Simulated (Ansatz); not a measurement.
# Zone-centre modes in WS2

All numbers below come from DFT PBEsol, scalar-relativistic, plane waves, PAW in Ansatz. Cutoff 420 eV, Γ-centred 12×12×2 k-points, Gaussian smearing of 0.05 eV. Spin–orbit coupling is left out, which can shift energies with elements as heavy as these. No spin polarisation.

Reference structure (relaxed at this level):

```yaml
crystal:
  lattice:
    - [3.14613, 0.00000, 0.00000]
    - [-1.57307, 2.72463, 0.00000]
    - [0.00000, 0.00000, 12.69173]
  atoms:
    - { symbol: W, position: [0.33333, 0.66667, 0.25000] }
    - { symbol: W, position: [0.66667, 0.33333, 0.75000] }
    - { symbol: S, position: [0.33333, 0.66667, 0.62649] }
    - { symbol: S, position: [0.66667, 0.33333, 0.12649] }
    - { symbol: S, position: [0.33333, 0.66667, 0.87351] }
    - { symbol: S, position: [0.66667, 0.33333, 0.37351] }
```

The cell holds layers and no dispersion correction was added, so their binding is poorly described.

Harmonic modes by finite displacements of 0.02 Å, without the LO–TO term.

Problem. At this geometry, is the structure stable against these modes?

Solution. Yes: no mode is imaginary beyond 10 cm⁻¹, and only the three translations lie near zero.

Problem. List the wavenumbers in cm⁻¹.

Solution. 0, 0, 0, 20, 20, 26, 294, 294, 296, 296, 354, 354, 354, 354, 415, 416, 435, 437.

Cost: 1 run of about 1.1 core-minutes, on Intel Xeon Platinum 8488C (Sapphire Rapids) (shared hosts).